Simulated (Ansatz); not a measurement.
W2C:
```xyz
3
Lattice="3.0610 0.0000 0.0000 -1.5305 2.6509 0.0000 0.0000 0.0000 4.6790" Properties=species:S:1:pos:R:3 pbc="T T T"
C      0.0000     0.0000     0.0000
W      0.0000     1.7672     1.1857
W      1.5305     0.8836     3.4933
```

Relaxed with PBE.

Question: Give the Bader charges and basin volumes of the independent atoms, the program Ansatz at the PBE level (PAW).

Answer: 

```json
[
 {"atom": "C1", "Bader charge (e)": "-1.62", "Bader volume (Å³)": "9.1"},
 {"atom": "W2", "Bader charge (e)": "+0.81", "Bader volume (Å³)": "14.4"}
]
```

Space group P-3m1. Symmetry was held in the PBE relaxation. No spin polarisation was allowed. Spin–orbit coupling is left out wherever it is not named.

Potentials: the later of the program's two PAW sets.
